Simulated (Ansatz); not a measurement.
AlNi (rock salt, Fm-3m) at seven volumes, plane-wave PAW PBEsol (Ansatz code), scaled uniformly. One row is withheld.

```tsv
V (Å³/atom)	P (GPa)
12.581	13.98
12.996	8.56
13.411	3.93
13.826	-0.01
14.240	-3.38
14.655	-6.25
15.070	?
```

Task: Fit the shown pressures and predict the withheld one.

Result: P = (3/2)B₀(x^(7/2) − x^(5/2))[1 + (3/4)(B′ − 4)(x − 1)] with x = (V₀/V)^(2/3). Least squares on the six rows gives V₀ = 13.825 Å³/atom, B₀ = 121 GPa, B′ = 4.25. At V = 15.070, x = 0.9441 and P = -8.69 GPa. The run itself gave -8.70 GPa.

The start of the workflow was typed in or built on a structure type; neither database checked (COD, Materials Project) lists it. It is not the phase usual at ambient conditions (space group No. 221). Symmetry was held in the PBEsol relaxation. At this level the phase is mechanically unstable. The workflow began spin-polarised and lost its moments.

Potentials: the later of the program's two PAW sets.
